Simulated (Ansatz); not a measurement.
In PBE in the plane-wave PAW code Ansatz, BP in the rock salt structure (Fm-3m) relaxes to a = 4.319 Å. P has 6 nearest neighbours from 2.16 Å (octahedral); B has 6 nearest neighbours from 2.16 Å (octahedral). Against the elements it lies at 0.63 eV/atom, with no fitted shifts.

Electronic character: metallic (no gap).

An equation-of-state fit gives a bulk modulus of 163 GPa.

The start of the workflow was typed in or built on a structure type; neither database checked (COD, Materials Project) lists it. It is not the phase usual at ambient conditions (space group No. 216). Symmetry was held in the PBE relaxation; whether a distortion lowers the energy is not shown. Its formation energy is positive at this level, so the cell may be metastable or incomplete. The references are the lowest solids computed at this level, not always the standard phases.

Potentials: the later of the program's two PAW sets.
